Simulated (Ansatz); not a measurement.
# LaP: stiffness from a series of strains

```yaml
crystal:
  lattice:
    - [0.00000, 3.01250, 3.01250]
    - [3.01250, 0.00000, 3.01250]
    - [3.01250, 3.01250, 0.00000]
  atoms:
    - { symbol: La, position: [0.00000, 0.00000, 0.00000] }
    - { symbol: P, position: [0.50000, 0.50000, 0.50000] }
```

Atoms are numbered in the order listed.

The geometry is COD entry 1538844, unchecked; take it as a test cell.

Spin–orbit coupling is left out, though it moves levels of the heavy atoms by tenths of an eV or more.

Method: DFT, LDA, all-electron LAPW, scalar-relativistic in Ansatz 0.2.0.

Settings: a Γ-centred 10×10×10 k mesh, Fermi–Dirac smearing of 0.03 eV, basis error target 1 meV/atom, no spin polarisation.

The strain is applied along the Cartesian axes of the cell as listed (the other components stay zero). Fractional coordinates are held (clamped ions).

σ is the change of stress from the unstrained cell, which is at -3.21 GPa; tension is positive, so slopes are stress–strain coefficients at that pressure. In a metal the k mesh adds noise.

Only quantities that a quadratic follows smoothly over the whole series are listed; rougher ones are left out.

```csv
εzz,σzz (GPa),σxx (GPa)
-0.0200,-3.51,-0.50
0.0000,0.00,0.00
0.0100,1.48,0.23
0.0200,2.78,0.46
```

(1) Fit the series and read off the stiffness at zero strain.

(2) One run, at εzz = -0.0100, is withheld. Predict its row.

Answers

(1) Least-squares fits y = p0 + p1 x + p2 x² to the rows give σzz (GPa): p1 = 157, p2 = -910; σxx (GPa): p1 = 24, p2 = -45. So C11 = 157 GPa and C12 = 24 GPa, which gives B = (C11 + 2 C12)/3 = 68 GPa.

(2) The fits give -1.66, -0.25; the run gave -1.66, -0.24.
